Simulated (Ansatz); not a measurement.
# Ta$_{4}$O (P4/mmm), tetragonal deformation path

These are results of DFT PBEsol, scalar-relativistic, plane waves, PAW (Ansatz), not measurements. The runs took a 420 eV cutoff, a Γ-centred 16×16×8 mesh and Gaussian smearing (0.15 eV). Spin–orbit coupling is left out, which can shift energies with elements as heavy as these. No spin polarisation. Energies are free energies at this smearing, counted from the undisturbed cell; pressure is positive in compression.

The undisturbed cell (relaxed at this level; with this scan's settings it stands at 0.1 GPa; it needn't be the usual structure):

```
Ta O
1.0
     3.21094    0.00000    0.00000
     0.00000    3.21094    0.00000
     0.00000    0.00000    7.34198
Ta O
4 1
Direct
  0.00000 0.00000 0.50000
  0.50000 0.50000 0.78278
  0.50000 0.50000 0.21722
  0.00000 0.00000 0.00000
  0.50000 0.50000 0.50000
```

At fixed volume and fractional coordinates, lengths along (0.000, 0.000, 1.000) are scaled against those across it; ρ is that ratio over its starting value. The cell is metallic on the mesh throughout.

| ρ | ΔE (meV/atom) |
| --- | --- |
| 0.800 | 471.8 |
| 0.850 | 242.1 |
| 0.920 | 59.9 |
| 0.960 | 13.6 |
| 1.000 | 0.0 |
| 1.050 | 15.5 |
| 1.100 | 51.6 |
| 1.200 | 144.3 |
| 1.300 | 236.5 |

Problem. Predict the pressure (GPa) at each point.

Solution.
```tsv
ρ	pressure (GPa)
0.800	22.2
0.850	13.3
0.920	4.8
0.960	1.9
1.000	0.1
1.050	-0.7
1.100	-0.2
1.200	3.4
1.300	7.9
```

Cost: 9 runs of about 2.3 core-minutes in all, on Intel Xeon 6975P-C (Granite Rapids) (shared hosts).